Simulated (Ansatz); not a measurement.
Relaxed-ion elastic tensor of FeNi (L1₀ or tetragonal B2, P4/mmm) in GPa (Voigt order), PBEsol in the plane-wave PAW code Ansatz; density 8.84 g/cm³, 10.76 Å³ per atom.

```
 388  48.0   164   0.0   0.0   0.0
48.0   388   164   0.0   0.0   0.0
 164   164   337   0.0   0.0   0.0
 0.0   0.0   0.0   145   0.0   0.0
 0.0   0.0   0.0   0.0   145   0.0
 0.0   0.0   0.0   0.0   0.0  44.4
```

**Question.** Is the crystal mechanically stable?

**Answer.** Yes: the smallest eigenvalue of C is 44.4 GPa.

**Question.** Work out the Voigt, Reuss and Hill averages.

**Answer.** K_V = 207, K_R = 205, K_H = 206; G_V = 116, G_R = 90.0, G_H = 103 GPa.

**Question.** Give Young's modulus, Poisson's ratio, Pugh's ratio and the universal anisotropy index.

**Answer.** E = 9KG/(3K + G) = 265 GPa; ν = 0.29; K/G = 2.00 (ductile by the Pugh limit of 1.75); A_U = 5G_V/G_R + K_V/K_R − 6 = 1.45.

**Question.** Estimate the sound speeds and the Debye temperature.

**Answer.** v_l = √((K + 4G/3)/ρ) = 6230 m/s, v_t = √(G/ρ) = 3410 m/s, mean 3810 m/s; Θ = (h/k)(3n/4πV)^(1/3) v_m = 513 K.

**Question.** How much does each axis shrink under pressure?

**Answer.** Linear compressibilities β_i = Σ_j S_ij (j = 1 to 3): x 1.9, y 1.9, z 1.2 per TPa.

The first step of the workflow began from a Materials Project structure, measured or hypothetical; the Crystallography Open Database files this formula in space group No. 123, but the cells were not matched. Its standing as an ambient phase is unchecked. The cell was relaxed with PBEsol under the symmetry of its start; its stability against distortions is not shown here. The final state is ferromagnetic, chosen from 5 collinear starts compared on coarse meshes (ties went to the first, and starts can fall back to one state), not a proven ground state. As this level gives no gap, shear constants depend on the k-mesh and smearing (Fermi–Dirac, 0.1 eV here).

Potentials: the later of the program's two PAW sets.
